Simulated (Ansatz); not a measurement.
Ag (simple hexagonal, P6/mmm) under volume change, PBEsol in the plane-wave PAW code Ansatz, shape and atoms relaxed at each volume.

```
V (Å³/atom)  E − E(relaxed) (meV/atom)  P (GPa)
-----------  -------------------------  -------
16.470                            56.4    12.30
17.013                            23.3     7.37
17.556                             5.4     3.32
18.099                             0.0     0.00
18.642                             4.8    -2.73
19.185                            17.9    -4.95
19.728                            37.8    -6.75
```

Task: What does a third-order Birch–Murnaghan fit give for V₀, B₀ and B′?

Result: V₀ = 18.10 Å³/atom, B₀ = 100.0 GPa, B′ = 5.7.

The start of the workflow was typed in or built on a structure type; neither database checked (COD, Materials Project) lists it. It is not the phase usual at ambient conditions (space group No. 225). Symmetry was held in the PBEsol relaxation. At this level the phase is mechanically unstable. No spin polarisation was allowed.

Potentials: the later of the program's two PAW sets.
